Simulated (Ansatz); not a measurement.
Run on Li$_{2}$Pd (fluorite type): DFT, LDA, all-electron LAPW, scalar-relativistic (Ansatz 0.2.0).

The cell comes from a relaxation on PAW files under the same functional, begun from a prototype that needn't be the stable phase.

Command: `ansatz run input.yaml --threads 1 --pin off --max-ram 3072MiB --backend cpu --events-out ev --progress --plain --runs-dir out` It took 16 s on 1 thread of Arm Neoverse V2, on a shared host, peak memory 0.35 GiB.

```yaml
crystal:
  lattice:
    - [0.0, 2.8982957484, 2.8982957484]
    - [2.8982957484, 0.0, 2.8982957484]
    - [2.8982957484, 2.8982957484, 0.0]
  atoms:
    - { symbol: Pd, position: [0.0, 0.0, 0.0] }
    - { symbol: Li, position: [0.25, 0.25, 0.25] }
    - { symbol: Li, position: [0.75, 0.75, 0.75] }
kpoints:
  mp_grid: { grid: [11, 11, 11] }
  band_path:
    path:
      - [0.0, 0.0, 0.0]
      - [0.5, 0.0, 0.5]
      - [0.625, 0.25, 0.625]
      - [0.375, 0.375, 0.75]
      - [0.0, 0.0, 0.0]
      - [0.5, 0.5, 0.5]
      - [0.5, 0.25, 0.75]
      - [0.5, 0.0, 0.5]
    npoints: 14
scf:
  occupations: { method: fermi_dirac, width: 0.05 }
hamiltonian:
  xc: lda
  pseudopotentials: { kind: all_electron, lapw: { basis_error: 0.0005 } }
output:
  forces: true
  stress: true
  eigenvalues: true
  populations: true
  dos: { projected: true, de: 0.2, e_range: [-14, 8] }
```

Output:

```
Pd: projections on atomic orbitals take those of the free atom 1s2 2s2 2p6 3s2 3p6 3d10 4s2 4p6 4d10, of charge +0.00 (hamiltonian.pseudopotentials.projection_atoms)
Li: projections on atomic orbitals take those of the free atom 1s2 2s1, of charge +0.00 (hamiltonian.pseudopotentials.projection_atoms)
LAPW: plane waves up to 7.842 Å⁻¹, error target 5.0e-4 eV per atom; small_component_spin mean_spin; Li in spheres of 1.006 Å, 3 of its electrons in bands, Dirac shells []; Pd in spheres of 1.504 Å, 18 of its electrons in bands, Dirac shells [] (how accurate: hamiltonian.pseudopotentials.lapw.basis_error, Limitations)
Engine: ansatz 0.2.0
Pseudopotentials: kind: all_electron
Pseudopotential: Pd, LAPW, valence charge 18, lapw/all_electron/scalar/gaussian/Pd, Koelling and Harmon's equation, gaussian nucleus
Pseudopotential: Li, LAPW, valence charge 3, lapw/all_electron/scalar/gaussian/Li, Koelling and Harmon's equation, gaussian nucleus
Functional definition: SPW92
  exchange = slater_x
  correlation = pw_c
Crystal: 3 atoms, lattice volume = 48.692 Å³
Basis set: ecut = 234.32651857279325 eV, 411 PW (Γ), exchange–correlation at level 2
Bands: 16, of which v1, the nominal top of the filled ones, is band 12 counted from 1 (11 counted from 0)
Symmetry: 48 space group operations
Space group: Fm-3m (ITA 225), of the structure as read, at distance tolerance 3.7e-5 Å
k-points: 56 of 1331
Non-local potential: Pd, projectors of the file, none
Non-local potential: Li, projectors of the file, none
Initial density: superposition of atomic densities (chi_scale 0.1, normalization cell, long waves kept (reshape's long-wave potential 0.00 eV rms))
Initial wavefunctions: plane waves of lowest kinetic energy (no species holds an atomic orbital)
Functional: x = slater, c = lda
iter 1 solved again at ethr=4.91e-3 eV; its pass at ethr=1.00e-1 eV (dr2=1.18e0 eV) is discarded
SCF iter   1: F=—  HF=-137583.459712 eV  |F-HF|=—  |Δ(HF+E_count)|=         —  Δρ=3.89e-2  dr2=1.18e0  ethr=4.91e-3  ⟨swp⟩=2.0  Hψ=5854  notcnv=0
preconditioner: auto → Kerker (q_TF=auto, 2.425 Å⁻¹)  [metal: Δε(μ)=0.086 eV  Ē_g=5.508 eV  σ=0.050 eV  W_gap=0.40  n_scr=14 (ndim 8)  ℏωp=18.4 eV  f_vac=0.000  D(μ)=0.91/eV (n_scr^D=0)]
SCF iter   2: F=—  HF=-137584.338620 eV  |F-HF|=—  |Δ(HF+E_count)|=   8.79e-1  Δρ=3.15e-2  dr2=8.37e-1  ethr=4.91e-3  ⟨swp⟩=3.0  Hψ=3133  notcnv=0
preconditioner: auto → none  [insulator: Δε(μ)=0.423 eV  Ē_g=8.299 eV  σ=0.050 eV  W_gap=0.97  n_scr=14 (ndim 8)  ℏωp=18.4 eV  f_vac=0.000  D(μ)=0.03/eV (n_scr^D=0)  ε∞_Penn≈5.9]
iter 3 solved again at ethr=3.29e-4 eV; its pass at ethr=3.49e-3 eV (dr2=7.89e-2 eV) is discarded
SCF iter   3: F=—  HF=-137582.053379 eV  |F-HF|=—  |Δ(HF+E_count)|=    2.29e0  Δρ=9.07e-3  dr2=7.87e-2  ethr=3.29e-4  ⟨swp⟩=2.0  Hψ=4635  notcnv=0
SCF iter   4: F=—  HF=-137581.978820 eV  |F-HF|=—  |Δ(HF+E_count)|=   7.46e-2  Δρ=2.22e-3  dr2=3.68e-3  ethr=3.28e-4  ⟨swp⟩=2.1  Hψ=2684  notcnv=0
SCF iter   5: F=—  HF=-137581.978152 eV  |F-HF|=—  |Δ(HF+E_count)|=   6.68e-4  Δρ=1.06e-4  dr2=1.18e-5  ethr=1.53e-5  ⟨swp⟩=2.0  Hψ=2457  notcnv=0
SCF iter   6: F=—  HF=-137581.978145 eV  |F-HF|=—  |Δ(HF+E_count)|=   7.09e-6  Δρ=2.26e-5  dr2=2.41e-7  ethr=4.92e-8  ⟨swp⟩=3.0  Hψ=2633  notcnv=0
SCF iter   7: F=—  HF=-137581.978145 eV  |F-HF|=—  |Δ(HF+E_count)|=   1.78e-7  Δρ=9.74e-6  dr2=7.12e-8  ethr=1.00e-9  ⟨swp⟩=2.6  Hψ=2496  notcnv=0
SCF iter   8: F=-137581.978145 eV  HF=-137581.978145 eV  |F-HF|=2.21e-8  |Δ(HF+E_count)|=   6.39e-8  Δρ=2.87e-6  dr2=7.14e-9  ethr=2.97e-10  ⟨swp⟩=2.0  Hψ=2456  notcnv=0
SCF 1 converged in 8 iterations: F = -137581.978145 eV  dr2 = 7.14e-9
NSCF: frozen V_eff on 99 k-points
SCF converged after 8 iterations
Free energy (F): -137581.978145 eV
Harris-Foulkes:  -137581.978145 eV  (|F-HF|=2.21e-8)
Internal energy: -137581.974576 eV  (E = F + TS)
E sigma→0 (E₀):  -137581.976360 eV
Entropy (-TS):   -0.003568 eV (-1.189 meV/atom)
Fermi energy:    6.346596 eV
--- Per-component energies (eV) ---
  E_band       = -503.893880
  E_kinetic    = 143520.949785
  E_xc         = -3888.942740
  E_electrostatic = -277213.981621  (all electrons and nuclei)
  E_smearing   = -0.003568  (= −TS)
  E_closure    = 0.000000  (closes the sum)
  E_atoms      = -137572.700829  (free atoms, spherical and without spin; not in F)
  Σ components = -137581.978145   (vs F -137581.978145, Δ=0.00e0)
  Basis errors (estimates in eV, not in F): energy 1.8e-4 per atom: plane waves 1.7e-4 (9.7e-5 summed), levels above the bands 4.7e-77, relativity 1.8e-9, radial functions 4.3e-6, core shells 4.7e-7; eigenvalues (radial functions only) 1.2e-6; not estimated: angular momenta, meshes, grids; target (lapw.basis_error) 5.0e-4; muffin-tin radii Li 1.006 Å, Pd 1.504 Å
--- Forces (eV/Å), atoms counted from 1 ---
  atom   1  Pd     0.00000000    -0.00000000    -0.00000000
  atom   2  Li     0.00000000     0.00000000     0.00000000
  atom   3  Li     0.00000000     0.00000000    -0.00000000
  max |Σ_I F_I| component: 2.31e-18 eV/Å
--- Stress (GPa, compression-positive) ---
        0.015931      -0.000000       0.000000
       -0.000000       0.015931       0.000000
        0.000000       0.000000       0.015931
  P = ⅓ Tr σ = 0.0159 GPa (0.159 kbar)
--- Band table (eV; the first three rows and the last of 56) ---
  k-point 0: bands = ["-76.5973", "-42.4397", "-42.4397", "-42.4397", "-37.8177", "-37.7779", "2.4877", "4.1407", "4.1407", "4.1407", "4.8693", "4.8693", "14.8061", "14.8061", "14.8061", "15.0069"]
  k-point 1: bands = ["-76.5973", "-42.4401", "-42.4398", "-42.4398", "-37.8166", "-37.7787", "2.5791", "4.1558", "4.1684", "4.1684", "4.8606", "4.8606", "12.9890", "14.0569", "14.0569", "15.8320"]
  k-point 2: bands = ["-76.5972", "-42.4412", "-42.4399", "-42.4399", "-37.8134", "-37.7809", "2.8476", "4.2054", "4.2350", "4.2350", "4.8494", "4.8494", "11.0820", "13.3151", "13.3151", "15.9553"]
  k-point 55: bands = ["-76.5971", "-42.4436", "-42.4430", "-42.4409", "-37.7952", "-37.7945", "4.0712", "4.4671", "4.5769", "4.7441", "4.9152", "6.1710", "8.0577", "8.3484", "9.0139", "16.0659"]
--- Löwdin populations: 3 sites ---
  site symbol       q [e]
     0     Pd     45.8049
     1     Li      2.8420
     2     Li      2.8420
  spilling = 0.009830 (of n_electrons = 52.000000)
```

populations.tsv:

```
# site	symbol	l	j	q
# orbitals = lowdin
# n_electrons = 52.000000
# spilling = 0.009830
# projection_atom_Pd: 1s2 2s2 2p6 3s2 3p6 3d10 4s2 4p6 4d10
# projection_atom_Li: 1s2 2s1
0	Pd	0_1S	-	1.999999
0	Pd	0_2S	-	1.999985
0	Pd	0_3S	-	1.999781
0	Pd	0_4S	-	1.997051
0	Pd	1_2P	-	5.999998
0	Pd	1_3P	-	5.999938
0	Pd	1_4P	-	5.993860
0	Pd	2_3D	-	9.999982
0	Pd	2_4D	-	9.814279
1	Li	0_1S	-	1.989075
1	Li	0_2S	-	0.852903
2	Li	0_1S	-	1.989075
2	Li	0_2S	-	0.852903
```

Next run (cell and atoms relaxed), as changes to the input before:

```diff
   mp_grid: { grid: [11, 11, 11] }
-  band_path:
-    path:
-      - [0.0, 0.0, 0.0]
-      - [0.5, 0.0, 0.5]
-      - [0.625, 0.25, 0.625]
-      - [0.375, 0.375, 0.75]
-      - [0.0, 0.0, 0.0]
-      - [0.5, 0.5, 0.5]
-      - [0.5, 0.25, 0.75]
-      - [0.5, 0.0, 0.5]
-    npoints: 14
 scf:
   eigenvalues: true
-  populations: true
-  dos: { projected: true, de: 0.2, e_range: [-14, 8] }
+relax:
+  f_tol: 0.005
+  max_steps: 12
+  cell: {}
```

Results part of the output:

```
basis re-selected at this cell: Δ(F+E_penalty+E_count) = -6.112e-10 eV, ΔP = -0.000 GPa vs the last step (what re-selecting the basis moved, after the strain that the cell walked since its last selection, with what the two solves' SCF thresholds leave and, on support functions, any second-order correction that the steps lacked; it is no measure of the basis error at this ecutwfc). This SCF's stress stands 1.59e-2 GPa from its target on what of the cell is left free (relax.cell.stress_tol is 5.00e-2 GPa) and its largest allowed force component is 3.08e-18 eV/Å (relax.f_tol is 5.00e-3 eV/Å): within both
SCF converged after 2 iterations
Free energy (F): -137581.978118 eV
Harris-Foulkes:  -137581.978119 eV  (|F-HF|=7.51e-9)
Internal energy: -137581.974550 eV  (E = F + TS)
E sigma→0 (E₀):  -137581.976334 eV
Entropy (-TS):   -0.003568 eV (-1.189 meV/atom)
Fermi energy:    6.346561 eV
--- Per-component energies (eV) ---
  E_band       = -3675.692532
  E_kinetic    = 143520.956675
  E_xc         = -3888.943344
  E_electrostatic = -277213.987881  (all electrons and nuclei)
  E_smearing   = -0.003568  (= −TS)
  E_closure    = 0.000000  (closes the sum)
  E_atoms      = -137572.700829  (free atoms, spherical and without spin; not in F)
  Σ components = -137581.978118   (vs F -137581.978118, Δ=0.00e0)
  Basis errors (estimates in eV, not in F): energy 1.8e-4 per atom: plane waves 1.7e-4 (1.0e-4 summed), levels above the bands 4.7e-77, relativity 2.0e-9, radial functions 2.7e-6, core shells 8.3e-9; eigenvalues (radial functions only) 6.1e-7; not estimated: angular momenta, meshes, grids; target (lapw.basis_error) 5.0e-4; muffin-tin radii Li 0.977 Å, Pd 1.458 Å
--- Forces (eV/Å), atoms counted from 1 ---
  atom   1  Pd     0.00000000    -0.00000000     0.00000000
  atom   2  Li     0.00000000     0.00000000     0.00000000
  atom   3  Li    -0.00000000     0.00000000    -0.00000000
  max |Σ_I F_I| component: 2.31e-18 eV/Å
--- Stress (GPa, compression-positive) ---
        0.015935      -0.000000       0.000000
       -0.000000       0.015935       0.000000
        0.000000       0.000000       0.015935
  P = ⅓ Tr σ = 0.0159 GPa (0.159 kbar)
--- Band table (eV; the first three rows and the last of 56) ---
  k-point 0: bands = ["-317.1798", "-317.1798", "-317.1798", "-317.1797", "-317.1797", "-76.5973", "-42.4398", "-42.4398", "-42.4398", "-37.8177", "-37.7778", "2.4876", "4.1406", "4.1406", "4.1406", "4.8692", "4.8692", "14.8061", "14.8061", "14.8061", "15.0069"]
  k-point 1: bands = ["-317.1798", "-317.1798", "-317.1798", "-317.1797", "-317.1797", "-76.5973", "-42.4402", "-42.4398", "-42.4398", "-37.8165", "-37.7786", "2.5791", "4.1557", "4.1683", "4.1683", "4.8605", "4.8605", "12.9890", "14.0569", "14.0569", "15.8320"]
  k-point 2: bands = ["-317.1798", "-317.1798", "-317.1798", "-317.1797", "-317.1797", "-76.5973", "-42.4413", "-42.4399", "-42.4399", "-37.8134", "-37.7808", "2.8476", "4.2054", "4.2349", "4.2349", "4.8494", "4.8494", "11.0819", "13.3150", "13.3150", "15.9553"]
  k-point 55: bands = ["-317.1798", "-317.1798", "-317.1798", "-317.1797", "-317.1797", "-76.5972", "-42.4436", "-42.4431", "-42.4410", "-37.7951", "-37.7945", "4.0711", "4.4670", "4.5768", "4.7440", "4.9152", "6.1709", "8.0577", "8.3484", "9.0139", "16.0659"]
--- Relaxed structure (1 steps of the walk, 1 accepted, 1 SCFs on fresh bases) ---
  F+E_penalty+E_count = -137581.97811849 eV   max|allowed force component| = 3.084e-18 eV/Å   (the final SCF, on the basis selected at the relaxed cell)
  cell:  # Å, volume = 48.6921 Å³
    - [0.0, 2.8982957484, 2.8982957484]
    - [2.8982957484, 0.0, 2.8982957484]
    - [2.8982957484, 2.8982957484, 0.0]
  atoms:
    - { symbol: Pd, position: [0.0, 0.0, 0.0] }
    - { symbol: Li, position: [0.25, 0.25, 0.25] }
    - { symbol: Li, position: [0.7500000000000001, 0.7500000000000001, 0.7500000000000001] }
```
